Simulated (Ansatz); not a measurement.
Theory: Ansatz, DFT PBE, scalar-relativistic, plane waves, PAW. All cells share a 420 eV cutoff and Γ-centred k meshes spaced about 0.3 Å⁻¹ or finer (0.25 for metals, 2π included). No spin polarisation.

All energies are static (0 K, no zero-point motion).

Two forms of Cd7S were relaxed alike.

A.

```xyz
8
Lattice="3.8384 0.0000 0.0000 -1.9192 3.3241 0.0000 0.0000 0.0000 16.2194" Properties=species:S:1:pos:R:3 pbc="T T T"
Cd    1.9192    1.1080   14.8450
Cd    0.0000    0.0000    2.3935
Cd    0.0000    0.0000   10.5843
Cd    0.0000    2.2161   12.6913
Cd    0.0000    2.2161    4.3667
Cd    0.0000    0.0000    6.4367
Cd    0.0000    2.2161    8.5115
S     0.0000    0.0000   16.1101
```

B.

```xyz
8
Lattice="5.9379 0.0000 0.0000 -2.9689 5.1423 0.0000 0.0000 0.0000 5.9934" Properties=species:S:1:pos:R:3 pbc="T T T"
Cd    0.0000    5.1416    0.0000
Cd    1.4839    2.5715    0.0000
Cd   -1.4839    2.5715    0.0000
Cd    1.4678    0.8475    2.9967
Cd    4.4700    0.8475    2.9967
Cd    2.9689    3.4474    2.9967
Cd    0.0000    3.4282    2.9967
S     0.0000    0.0000    0.0000
```

**Question.** Which would you expect to be lower, and how large is the difference?

**Answer.** A is lower, by 36 meV/atom. A has space group P3m1 (No. 156), 25.9 Å³/atom and no gap on its mesh; B has space group P-6m2 (No. 187), 22.9 Å³/atom and no gap. Counting Cd atoms around S (those within 1.25 times the shortest such distance or 1.15 times the sum of covalent radii, 1.27 where that leaves under three; a plus sign parts nearer from farther groups; the shortest distance is added where it exceeds 1.18 times the sum of covalent radii), A has S 4 and B has S 6+6 from 3.0 Å. The lower one is the more open, so pressure narrows the difference. In A, Cd on its first site is surrounded by 3 S at 2.55 Å and 3 Cd at 3.09 Å; Cd on its second site is surrounded by 1 S at 2.50 Å and 3 Cd at 2.97 Å; S is surrounded by 4 Cd at 2.50–2.55 Å; 5 more sites not described. In B, around Cd on a site of symmetry mm2 lie 4 Cd at 2.97 Å, 2 S at 2.97 Å and 6 Cd at 3.45–3.46 Å; Cd on a second site of symmetry mm2 has 6 Cd at 2.94–3.00 Å, 2 S at 3.44 Å and 4 Cd at 3.46 Å; around S lie 6 Cd at 2.97 Å and 6 Cd at 3.44 Å; 1 more site not described. Both come from trial cells of a structure search, whose lowest cell (P-3m1, 24.0 Å³/atom) lies 35 meV/atom below the lower of the two.

Cells relaxed within their symmetry can be saddle points. Some structure types and database cells were kept out of the candidates from the start, so a known form may be missing.
